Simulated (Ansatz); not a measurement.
# HCl

Method: PBEsol, scalar-relativistic; no spin polarisation; PAW, 420 eV, Γ-centred 12×12×12 mesh, 0.05 eV Gaussian smearing; code Ansatz. The datasets are Ansatz's generated set soft_2.

```yaml
crystal:
  lattice:
    - [0.00000, 3.74741, 3.75937]
    - [1.53316, 0.00000, 3.75937]
    - [1.53316, 3.74741, 0.00000]
  atoms:
    - { symbol: H, position: [0.00000, 0.00000, 0.00000] }
    - { symbol: Cl, position: [0.50000, 0.50000, 0.50000] }
```

The chain of runs began from a cell as deposited in COD, expanded in volume.

At this volume the pressure is 0.00 GPa.

The cell has space group Fmmm (read at 0.01 Å). In it the stress is -0.04, 0.02, 0.01, 0.00, 0.00, 0.00 GPa and the largest force component 0.000 eV/Å. Each change below starts from this cell, without further relaxation. Stress is in GPa, positive in compression, in the order xx, yy, zz, yz, xz, xy; energies are counted from the cell above.

Problem. What happens when atom 2 (Cl) is moved by 0.20 Å along x?

Solution. The energy changes by -140.2 meV per cell, and the force on it along the shift is 0.415 eV/Å (−F/u = -2.07 eV/Å²). Stress: 9.06, 0.02, 0.01, 0.00, 0.00, 0.00. The gap on the mesh goes from 2.88 eV to 4.10 eV.
```
atom  Fx (eV/Å)     Fy     Fz
  H1     -0.415  0.000  0.000
 Cl2      0.415  0.000  0.000
```

Problem. What stress follows from an engineering strain of -1 % in xy, atoms carried along?

Solution. -0.04, 0.02, 0.01, 0.00, 0.00, 0.02 GPa; the energy changes by 0.0 meV per cell.

Semilocal functionals underestimate band gaps, commonly by a third or more. A displaced or strained copy of the relaxed cell lay 70.1 meV/atom lower, so the structure isn't a true minimum at this level.
